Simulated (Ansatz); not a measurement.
AlNi:
```
CELL_PARAMETERS angstrom
      0.00000     2.39959     2.39959
      2.39959     0.00000     2.39959
      2.39959     2.39959     0.00000
ATOMIC_POSITIONS crystal
  Ni 0.00000 0.00000 0.00000
  Al 0.50000 0.50000 0.50000
```

Relaxed with PBEsol.

**Question.** Which orbitals make up the states near the Fermi level in plane-wave PAW PBEsol (Ansatz code)?

**Answer.** Within 0.5 eV of the Fermi level: Ni 3d 40 %, Al 3p 28 %, Ni 4s 17 %, Al 3s 12 %. Projections are on Löwdin-orthogonalised atomic valence shells; empty p or d shells of many metals are not among them.

**Question.** Tabulate the density of states.

**Answer.** States/eV per cell of 2 atoms, in 0.25 eV bins, energy from the Fermi level.

```csv
E (eV),total,Ni 3d,Al 3p,Al 3s
-7.85,0.30,0.00,0.12,0.10
-7.60,0.32,0.01,0.13,0.11
-7.35,0.34,0.01,0.14,0.12
-7.10,0.36,0.01,0.15,0.12
-6.85,0.39,0.02,0.16,0.13
-6.60,0.41,0.02,0.17,0.14
-6.35,0.44,0.03,0.18,0.16
-6.10,0.47,0.04,0.19,0.17
-5.85,0.51,0.06,0.20,0.19
-5.60,0.59,0.08,0.21,0.23
-5.35,0.64,0.12,0.19,0.27
-5.10,0.80,0.20,0.18,0.35
-4.85,0.84,0.26,0.16,0.36
-4.60,0.63,0.22,0.13,0.24
-4.35,0.38,0.11,0.15,0.08
-4.10,0.54,0.19,0.21,0.10
-3.85,0.84,0.35,0.30,0.12
-3.60,1.41,0.61,0.59,0.14
-3.35,1.80,0.95,0.66,0.14
-3.10,2.89,1.98,0.73,0.10
-2.85,3.35,2.69,0.52,0.06
-2.60,3.41,3.01,0.32,0.03
-2.35,5.85,5.30,0.47,0.01
-2.10,2.89,2.72,0.13,0.00
-1.85,2.58,2.50,0.04,0.00
-1.60,4.28,4.17,0.05,0.02
-1.35,6.73,6.53,0.08,0.05
-1.10,1.99,1.64,0.18,0.04
-0.85,1.45,0.99,0.23,0.03
-0.60,1.28,0.75,0.28,0.07
-0.35,1.07,0.50,0.28,0.08
-0.10,0.77,0.30,0.22,0.08
0.15,0.82,0.29,0.24,0.12
0.40,0.87,0.28,0.28,0.14
0.65,0.80,0.23,0.29,0.13
0.90,0.78,0.20,0.31,0.13
1.15,0.84,0.20,0.35,0.16
1.40,0.85,0.18,0.39,0.16
1.65,0.93,0.16,0.48,0.15
1.90,0.95,0.14,0.52,0.14
2.15,0.93,0.13,0.52,0.13
2.40,0.88,0.12,0.51,0.12
2.65,0.87,0.11,0.50,0.11
2.90,0.83,0.09,0.49,0.10
3.15,0.80,0.08,0.48,0.09
3.40,0.76,0.08,0.46,0.08
3.65,0.73,0.07,0.44,0.07
3.90,0.70,0.06,0.42,0.06
4.15,0.66,0.05,0.39,0.05
4.40,0.62,0.05,0.37,0.04
4.65,0.59,0.04,0.35,0.04
```

Space group Fm-3m (rock salt). The start of the workflow was typed in or built on a structure type; neither database checked (COD, Materials Project) lists it. It is not the phase usual at ambient conditions (space group No. 221). Symmetry was held in the PBEsol relaxation. At this level the phase is mechanically unstable. The workflow began spin-polarised and lost its moments.

Potentials: the earlier of the program's two PAW sets. The files were generated under PBE; for other functionals the program regenerates the frozen cores, and for LDA and PBEsol the local potential too.
